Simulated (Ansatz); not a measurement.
The calculation used DFT PBE, scalar-relativistic, plane waves, PAW in Ansatz 0.2.0. All cells share a 420 eV cutoff and Γ-centred k meshes spaced about 0.3 Å⁻¹ or finer (0.25 for metals, 2π included). No spin polarisation in the final relaxations.

Temperature and zero-point effects are left out. All come from trial cells, and lower structures may exist.

Problem. Order these relaxed structures of ScAl3As4 by energy, lowest first, with the energy over the lowest of them.
A. Space group P3m1 (No. 156), trigonal, a = 4.009 Å, c = 13.412 Å. Around Sc lie 3 As at 2.62 Å, 3 As at 3.09 Å and 1 Al at 3.12 Å; Al on its first site has 4 As at 2.45–2.55 Å and 1 Sc at 3.12 Å; Al on its second site has 4 As at 2.45–2.47 Å; around As on its first site lie 3 Al at 2.55 Å and 3 Sc at 3.09 Å; 4 more sites not described.
B. Space group I-42m (No. 121), tetragonal, a = 5.835 Å, c = 11.670 Å. Sc is surrounded by 4 As at 2.63 Å; around Al on a site of symmetry -4 lie 4 As at 2.50 Å; around Al on a site of symmetry -42m lie 4 As at 2.48 Å; around As lie 3 Al at 2.48–2.50 Å and 1 Sc at 2.63 Å.
C. Space group P2/m (No. 10), monoclinic, a = 6.111 Å, b = 3.803 Å, c = 6.612 Å, β = 91.5°. Sc has 6 As at 2.74–2.75 Å and 2 Al at 3.06 Å; Al on its first site is surrounded by 6 As at 2.63–2.69 Å and 2 Sc at 3.06 Å; Al on its second site has 6 As at 2.64–2.78 Å and 2 Al at 3.06 Å; As on its first site is surrounded by 5 Al at 2.64–2.69 Å and 1 Sc at 2.75 Å; 2 more sites not described.
D. Space group P3m1 (No. 156), trigonal, a = 4.090 Å, c = 13.679 Å. Sc is surrounded by 4 As at 2.59–2.69 Å; around Al on its first site lie 4 As at 2.49–2.50 Å; Al on its second site is surrounded by 4 As at 2.50–2.51 Å; around As on its first site lie 3 Al at 2.51 Å and 1 Sc at 2.69 Å; 4 more sites not described.

Solution. A (0 meV/atom), D (33 meV/atom), B (46 meV/atom), C (89 meV/atom). Forms: A P3m1; D Sc and Al ordered on wurtzite sites, P3m1; B Sc and Al ordered on zinc blende sites, I-42m; C Sc and Al ordered on nickel arsenide sites, P2/m. Counting As atoms around Al and Sc (those within 1.25 times the shortest such distance or 1.15 times the sum of covalent radii, 1.27 where that leaves under three; a plus sign parts nearer from farther groups): A has Sc 3+3, Al 4; D has Sc 4, Al 4; B has Sc 4, Al 4; C has Sc 6, Al 6.

For metals, differences of a few meV/atom aren't resolved. Cells relaxed within their symmetry can be saddle points. Some candidate types were left out of the draw beforehand, so a known form may be missing.
